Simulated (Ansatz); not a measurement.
**PtSe2 (P-3m1)**

The calculation used DFT PBEsol+D3(BJ), scalar-relativistic, plane waves, PAW in Ansatz 0.2.0.

Settings: cutoff 420 eV, Γ-centred mesh 12×12×8 on the computed 3-atom cell, Gaussian smearing of 0.10 eV; no spin polarisation.

The structure is relaxed at this level of theory with its symmetry kept.

```
CELL_PARAMETERS angstrom
3.73850 0.00000 0.00000
-1.86925 3.23764 0.00000
0.00000 0.00000 4.63730
ATOMIC_POSITIONS crystal
Pt 0.00000 0.00000 0.00000
Se 0.33333 0.66667 0.27179
Se 0.66667 0.33333 0.72821
```

| Quantity | Value |
| --- | --- |
| Space group | P-3m1 (No. 164) |
| Volume per atom | 18.71 Å³ |
| Kohn–Sham band gap | none (metal) |
| Density of states at the Fermi level | 0.37 states/eV per cell |
| Löwdin character within 0.5 eV of the Fermi level | Se 4p 60 %, Pt 5d 30 % |
| Bulk modulus | 79 GPa |
| Its pressure derivative | 7.9 |
| Bader charges (e) | Pt (1 in the cell) 0.01, Se (2 in the cell) -0.01 |

Spin-orbit coupling is left out, which matters for the bands of heavy elements.

Cost: 9 runs of about 4.1 core-minutes in all, on Intel Xeon 6975P-C (Granite Rapids) (shared hosts).